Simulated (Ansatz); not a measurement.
**Kick test of a cell of MgSnO2**

The structure comes from a generated guess, relaxed at this level; another structure or a mixture of phases may lie lower.

The calculation used Ansatz 0.2.0, DFT PBE, scalar-relativistic, plane waves, PAW. Settings: cutoff 420 eV, Γ-centred mesh 8×8×6 on the computed 8-atom cell, Gaussian smearing of 0.10 eV; no spin polarisation.

The cell below (8 atoms, space group P4_2/mmc (No. 131)) is relaxed within its symmetry.

```
Mg Sn O
1.0
     5.17194    0.00000    0.00000
     0.00000    5.17194    0.00000
     0.00000    0.00000    7.08510
Mg Sn O
2 2 4
Cartesian
  2.5860 2.5860 0.0000
  2.5860 2.5860 3.5425
  0.0000 2.5860 3.5425
  2.5860 0.0000 0.0000
  0.0000 0.0000 1.7713
  0.0000 0.0000 5.3138
  2.5860 2.5860 1.7713
  2.5860 2.5860 5.3138
```

For the test it was strained at random (σ = 1.5 % a component), the atoms were moved at random (σ = 0.15 Å), and all was relaxed again on a coarse 4×4×4 mesh (in the run’s order of axes) with 0.20 eV smearing, with no symmetry imposed.

Task: Does it come back?

Result: It doesn't return. The energy falls by 1725 meV/atom on that mesh, the volume changes by -21.5 %, and the end has space group P1 (No. 1) at a loose tolerance. Relaxed again on a 6×6×6 mesh with 0.02 eV smearing, the new structure lies 1725 meV/atom below the first (mesh in the axes of the run's cell; the cell below is made exact in the group named). Space group P1 (No. 1), triclinic, a = 5.041 Å, b = 5.503 Å, c = 5.824 Å, α = 84.9°, β = 81.3°, γ = 69.0°. Around Mg on its first site lie 3 O at 2.00–2.04 Å, 1 O at 2.28 Å, 1 Mg at 2.89 Å and 1 Sn at 3.05 Å; Mg on its second site is surrounded by 3 O at 1.91–1.98 Å, 1 Mg at 2.89 Å and 1 Sn at 2.97 Å; Sn on its first site is surrounded by 3 O at 2.02–2.18 Å and 1 Mg at 2.97 Å; O on its first site is surrounded by 2 Mg at 1.94–2.04 Å and 1 Sn at 2.02 Å; 4 more sites not described.

```cif
data_structure
_symmetry_space_group_name_H-M 'P1'
_symmetry_Int_Tables_number 1
_cell_length_a 5.0410
_cell_length_b 5.5029
_cell_length_c 5.8241
_cell_angle_alpha 84.929
_cell_angle_beta 81.339
_cell_angle_gamma 68.994
_cell_volume 149.00
loop_
_atom_site_label
_atom_site_type_symbol
_atom_site_symmetry_multiplicity
_atom_site_Wyckoff_symbol
_atom_site_fract_x
_atom_site_fract_y
_atom_site_fract_z
_atom_site_occupancy
Mg1 Mg 1 a 0.75807 0.27777 0.98582 1
Mg2 Mg 1 a 0.57725 0.46169 0.53391 1
Sn1 Sn 1 a 0.27704 0.02382 0.43305 1
Sn2 Sn 1 a 0.08253 0.61926 0.09366 1
O1 O 1 a 0.93041 0.23230 0.64550 1
O2 O 1 a 0.04579 0.99997 0.16271 1
O3 O 1 a 0.42063 0.53515 0.84963 1
O4 O 1 a 0.40829 0.35004 0.29571 1
```
